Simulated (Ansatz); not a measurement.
Does relaxation matter for the field gradients of SiO2 with indium replacing Si?

Start: a supercell of SiO2 (quartz type, P3_121) built from a structure deposited in the COD, with all atoms left at the host's positions.

Space group C2 (No. 5); a = 8.5144, b = 14.7474, c = 10.8182 Å.

| site | Wyckoff | site symmetry | x | y | z |
| --- | --- | --- | --- | --- | --- |
| In | 2b | 2 | 0.5000 | 0.3232 | 0.5000 |
| Si2 | 2a | 2 | 0.5000 | 0.3232 | 0.0000 |
| Si3 | 2b | 2 | 0.5000 | 0.9899 | 0.5000 |
| Si4 | 2a | 2 | 0.5000 | 0.9899 | 0.0000 |
| Si5 | 2b | 2 | 0.5000 | 0.6566 | 0.5000 |
| Si6 | 2a | 2 | 0.5000 | 0.6566 | 0.0000 |
| Si7 | 4c | 1 | 0.7349 | 0.0884 | 0.3333 |
| Si8 | 4c | 1 | 0.7349 | 0.0884 | 0.8333 |
| Si9 | 4c | 1 | 0.7349 | 0.7551 | 0.3333 |
| Si10 | 4c | 1 | 0.7349 | 0.7551 | 0.8333 |
| Si11 | 4c | 1 | 0.2349 | 0.9217 | 0.3333 |
| Si12 | 4c | 1 | 0.2349 | 0.9217 | 0.8333 |
| O19 | 4c | 1 | 0.7929 | 0.0203 | 0.2262 |
| O20 | 4c | 1 | 0.7929 | 0.0203 | 0.7262 |
| O21 | 4c | 1 | 0.2929 | 0.1870 | 0.2262 |
| O22 | 4c | 1 | 0.2929 | 0.1870 | 0.7262 |
| O23 | 4c | 1 | 0.2929 | 0.8536 | 0.2262 |
| O24 | 4c | 1 | 0.2929 | 0.8536 | 0.7262 |
| O25 | 4c | 1 | 0.6340 | 0.9267 | 0.5595 |
| O26 | 4c | 1 | 0.6340 | 0.9267 | 0.0595 |
| O27 | 4c | 1 | 0.1340 | 0.0934 | 0.5595 |
| O28 | 4c | 1 | 0.1340 | 0.0934 | 0.0595 |
| O29 | 4c | 1 | 0.6340 | 0.2601 | 0.5595 |
| O30 | 4c | 1 | 0.6340 | 0.2601 | 0.0595 |
| O31 | 4c | 1 | 0.5731 | 0.0530 | 0.3928 |
| O32 | 4c | 1 | 0.5731 | 0.0530 | 0.8928 |
| O33 | 4c | 1 | 0.5731 | 0.7196 | 0.3928 |
| O34 | 4c | 1 | 0.5731 | 0.7196 | 0.8928 |
| O35 | 4c | 1 | 0.5731 | 0.3863 | 0.3928 |
| O36 | 4c | 1 | 0.5731 | 0.3863 | 0.8928 |

One atom of each set is listed; the run and its k-mesh use a cell of 54 atoms with edges of 8.51, 8.51, 10.82 Å.

All values are calculated (Ansatz; DFT, PBE, plane waves and PAW, scalar-relativistic, collinear spin, 420 eV cutoff, Γ-centred 3×3×2 k-points, Fermi–Dirac smearing 0.01 eV), not measured. Start moments as typed (μB): 1 on each In, none on the rest.

The largest force at the start is 21 eV/Å. Relaxing the ions at fixed cell moves them by 0.505 Å at most (atom 49, O) and 0.180 Å rms.

| site | moved (Å) | first shell before | first shell after | V_zz before (10²¹ V/m²) | η before |
| --- | --- | --- | --- | --- | --- |
| In | 0.124 | 4 O at 1.61 Å | 4 O at 2.00–2.01 Å | -2.71 | 0.21 |
| Si4 | 0.034 | 4 O at 1.61 Å | 4 O at 1.62–1.63 Å | 0.82 | 0.55 |
| Si5 | 0.027 | 4 O at 1.61 Å | 4 O at 1.62–1.64 Å | 0.82 | 0.48 |
| Si6 | 0.097 | 4 O at 1.61 Å | 4 O at 1.62–1.63 Å | 0.82 | 0.54 |
| Si8 | 0.090 | 4 O at 1.61 Å | 4 O at 1.61–1.62 Å | 0.82 | 0.54 |
| Si9 | 0.216 | 4 O at 1.61 Å | 4 O at 1.61–1.64 Å | 1.03 | 0.66 |
| Si10 | 0.036 | 4 O at 1.61 Å | 4 O at 1.63–1.64 Å | 0.81 | 0.63 |
| Si11 | 0.110 | 4 O at 1.61 Å | 4 O at 1.61–1.64 Å | -1.18 | 0.62 |
| Si12 | 0.045 | 4 O at 1.61 Å | 4 O at 1.62–1.64 Å | 0.83 | 0.59 |
| O29 | 0.505 | 1 In at 1.61 Å, 1 Si at 1.61 Å, angle 144° | 1 Si at 1.61 Å, 1 In at 2.00 Å, angle 126° | -7.79 | 0.97 |
| O33 | 0.283 | 2 Si at 1.61 Å, angle 144° | 2 Si at 1.64 Å, angle 132° | 9.03 | 0.22 |
| O34 | 0.081 | 2 Si at 1.61 Å, angle 144° | 2 Si at 1.63 Å, angle 144° | 9.14 | 0.20 |
| O35 | 0.390 | 1 Si at 1.61 Å, 1 In at 1.61 Å, angle 144° | 1 Si at 1.61 Å, 1 In at 2.01 Å, angle 126° | 8.12 | 0.76 |

Task: What are V_zz and η after the relaxation?

Result: 

```csv
site,V_zz after,η after,change of V_zz
In,2.96,0.32,–
Si4,-0.61,0.81,–
Si5,-1.33,0.28,–
Si6,-0.60,0.52,–
Si8,1.17,0.99,+0.35
Si9,-1.72,0.41,–
Si10,-0.54,0.89,–
Si11,-1.81,0.46,-0.63
Si12,-0.84,0.81,–
O29,4.86,0.44,–
O33,8.58,0.27,-0.45
O34,9.70,0.21,+0.56
O35,5.76,0.37,-2.36
```

The largest change of V_zz along a kept axis is on O35, from 8.12 to 5.76. The whole tensor moves most on O29, by 6.87 along its most changed direction. In per cent, |V_zz| changes by -29 to +6 on O (all sites that start above 2, bar those whose gradient vanishes or changes sign or whose main axis turns by over 40°). Where |V_zz| stays above 0.1 and the axes keep their order, η moves most on Si8, from 0.54 to 0.99. On Si11 V_xx and V_yy change places (or their axes turn by over 50°), so the two values of η hide a larger change. On O29, In, Si9, Si12, Si6, Si5, Si4, Si10 the largest principal value lies along another axis in the second run, so the two V_zz can't be compared directly. The table leaves out 17 of the 30 sites, with |V_zz| up to 9.73; their tensors move by 1.85 at most along any direction. The statements above cover all sites. The electronic state changes along with the positions (the gap closes), so the changes aren't those of geometry alone. The host's own positions weren't relaxed first, so part of the change far from the defect can be the host's relaxation.

The defect repeats with the cell of 54 atoms, so it feels its images: sites between two images don't show the values beside a lone defect, and zeros or small values of η there can come from the images' arrangement. O and Si carry a gradient in the pure host already, so the values there aren't the defect's effect alone. Without spin–orbit coupling (the program notes it for In) the gradients can shift somewhat, as the gap is small. The run lost most of its start moments on In; a state with other moments may lie lower.
Before: With a gap of 0.3 eV on this mesh, small gradients can still move by 0.1 × 10²¹ V/m² or more as the k-mesh gets denser. The cell keeps the host's lattice, where the PBE pressure is 18 GPa. The neighbours have not yet relaxed around the defect (largest force 21 eV/Å), so the values at and beside it are those of a strained start, not of the defect in a real crystal.
After: The relaxation keeps the site symmetry 2 of the start, so the impurity can move only along its axis; a distortion that would localise the partly filled state isn't explored. The defect cell has no gap above 0.1 eV on its mesh, so the values can hang on the smearing and the k-mesh.
